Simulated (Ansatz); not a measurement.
**Time and memory for LiTiH6O2F6**

```yaml
crystal:
  lattice:
    - [5.0675734686, -3.018902, 0.0]
    - [5.0675734686, 3.018902, 0.0]
    - [-0.0660868204, 0.0, 5.6468274604]
  atoms:
    - { symbol: Li, position: [0.961372, 0.038628, 0.5] }
    - { symbol: Ti, position: [0.989048, 0.010952, 0.0], spin: 1.0 }
    - { symbol: H, position: [0.159227, 0.333491, 0.273472] }
    - { symbol: H, position: [0.492074, 0.19485, 0.274669] }
    - { symbol: H, position: [0.474538, 0.694666, 0.729541] }
    - { symbol: H, position: [0.305334, 0.525462, 0.270459] }
    - { symbol: H, position: [0.666509, 0.840773, 0.726528] }
    - { symbol: H, position: [0.80515, 0.507926, 0.725331] }
    - { symbol: O, position: [0.319341, 0.352009, 0.31802] }
    - { symbol: O, position: [0.647991, 0.680659, 0.68198] }
    - { symbol: F, position: [0.259864, 0.78834, 0.225428] }
    - { symbol: F, position: [0.939249, 0.288073, 0.234701] }
    - { symbol: F, position: [0.018442, 0.247438, 0.761514] }
    - { symbol: F, position: [0.752562, 0.981558, 0.238486] }
    - { symbol: F, position: [0.21166, 0.740136, 0.774572] }
    - { symbol: F, position: [0.711927, 0.060751, 0.765299] }
magnetization:
  spin_polarized: true
kpoints:
  mp_grid: { grid: [5, 5, 4] }
scf:
  occupations: { method: fermi_dirac, width: 0.02 }
hamiltonian:
  xc: r2scan
  pseudopotentials: { kind: paw }
output:
  forces: true
  stress: true
  populations: true
  efg:
    quadrupole_moments_barn: { Li: -0.0401, Ti: 0.247, H: 0.00285783, O: -0.02558 }
    contact_densities: true
```

```sh
ansatz run input.yaml --threads 1 --pin off --max-ram 3072MiB --backend cpu --events-out ev --progress --plain --runs-dir out
```

It runs on 1 thread of Arm Neoverse V2 (aarch64; 8 cores open to the job, memory cap 3.0 GiB, no GPU), a shared host with a load of 0.5 a core.

(1) How much time and memory should be set aside?

Results:

(1) About 4.6 min of wall time (4.6 min of CPU time) and 1.1 GiB. The run holds 75 valence electrons in 54 bands, about 4369 plane waves a k-point and 33 irreducible k-points, and took 17 SCF iterations. Times on a shared host vary by tens of per cent.
